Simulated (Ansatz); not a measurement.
LaZrNO2 in space group I2_12_12_1 (No. 24; Pearson symbol oI20), DFT-r²SCAN in the program Ansatz with PAW potentials, all energies at zero smearing, with the estimated change up to a 700 eV cutoff added, with one set of potentials and settings (totals compare only within such a set). Cell of 10 atoms (2 La, 2 Zr, 2 N, 4 O): -23983.977 eV.

| element | reference phase | E (eV/atom) |
|---|---|---|
| La | P6_3/mmc, 4 atoms in the cell | -6264.8722 |
| Zr | P6_3/mmc, 2 atoms in the cell | -4195.0547 |
| N | Pa-3, 8 atoms in the cell | -384.8341 |
| O | C2/m, 4 atoms in the cell, spin-polarised | -566.0346 |

Formation energy per atom, worked out: (-23983.977 − 2×(-6264.8722) − 2×(-4195.0547) − 2×(-384.8341) − 4×(-566.0346))/10 = -3.032 eV/atom (-293 kJ per mol of atoms), at 0 K, without zero-point energy or fitted corrections.

The start of the workflow was typed in or built on a structure type; neither database checked (COD, Materials Project) lists it. Its standing as an ambient phase is unchecked. Symmetry was held in the r²SCAN relaxation; whether a distortion lowers the energy is not shown. The run is not spin-polarised. The references are the lowest solids computed at this level, not always the standard phases (solids in place of the gases). Spin–orbit coupling is left out wherever it is not named.

Potentials: the earlier of the program's two PAW sets.
